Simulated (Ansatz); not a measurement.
## Mn (diamond): energy against volume

Level of theory: DFT, r2SCAN, plane waves (500 eV) with PAW, scalar-relativistic in Ansatz. (PAW data from PBE, frozen cores regenerated.)

The cell is scaled uniformly from the relaxed one, with fractional coordinates and shape fixed. Energies are extrapolated to zero smearing, pressures are those at the given smearing. Magnetic state: antiferromagnetic.

A Birch-Murnaghan fit gives V₀ = 21.17 Å³/atom, B₀ = 26 GPa, B₀′ = 4.2.

Q: What are the energy above the minimum and the pressure at 18.649 Å³/atom?

A: 30.4 meV/atom and 4.38 GPa as computed.

Q: What are the energy above the minimum and the pressure at 20.344 Å³/atom?

A: 2.8 meV/atom and 1.18 GPa as computed.

Q: What are the energy above the minimum and the pressure at 22.039 Å³/atom?

A: 2.7 meV/atom and -0.92 GPa as computed.
